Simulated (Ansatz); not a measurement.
Input:

Cs₂Ni₃Se₄:
```cif
data_Cs8Ni12Se16
_chemical_formula_sum 'Cs8 Ni12 Se16'
_space_group_name_H-M_alt 'Fmmm'
_space_group_IT_number 69
_space_group_name_Hall '-F 2 2'
_cell_length_a 6.03549
_cell_length_b 10.33010
_cell_length_c 14.09679
_cell_angle_alpha 90.000
_cell_angle_beta 90.000
_cell_angle_gamma 90.000
loop_
_atom_site_label
_atom_site_type_symbol
_atom_site_symmetry_multiplicity
_atom_site_Wyckoff_symbol
_atom_site_fract_x
_atom_site_fract_y
_atom_site_fract_z
_atom_site_occupancy
Cs1 Cs 8 i 0.00000 0.00000 0.34152 1
Ni1 Ni 8 e 0.25000 0.25000 0.00000 1
Ni2 Ni 4 a 0.00000 0.00000 0.00000 1
Se1 Se 16 m 0.00000 0.16750 0.10577 1
```
(The calculation used a cell of 9 atoms; values per cell refer to that cell.)

This is the LDA-relaxed structure.

All from DFT-LDA in the program Ansatz with PAW potentials, unless another level is named. Predict the smallest direct gap on the standard path.

0.76 eV.

Give the formation energy from the elements (no fitted shifts).

-0.68 eV/atom.

And the electron effective mass?

0.43, 2.3, 2.5 mₑ (principal values).

Give the hole effective mass.

0.74, 0.86, 10 mₑ (principal values).

Predict the weight of the valence-edge state by species (Voronoi cells).

Ni 53 %, Se 46 %.

What about the weight of the conduction-edge state by species (Voronoi cells)?

Ni 48 %, Se 42 %, Cs 10 %.

The first step of the workflow began from a Materials Project structure, measured or hypothetical; the Crystallography Open Database copy checked does not list it. Whether it is the stable phase at ambient conditions was not checked. Symmetry was held in the LDA relaxation; of distortions, only those at the zone centre were tested. The run is not spin-polarised. The references are the lowest solids computed at this level, not always the standard phases. Scalar-relativistic: spin–orbit coupling is off unless named, which matters more the heavier the elements.

Potentials: the later of the program's two PAW sets.
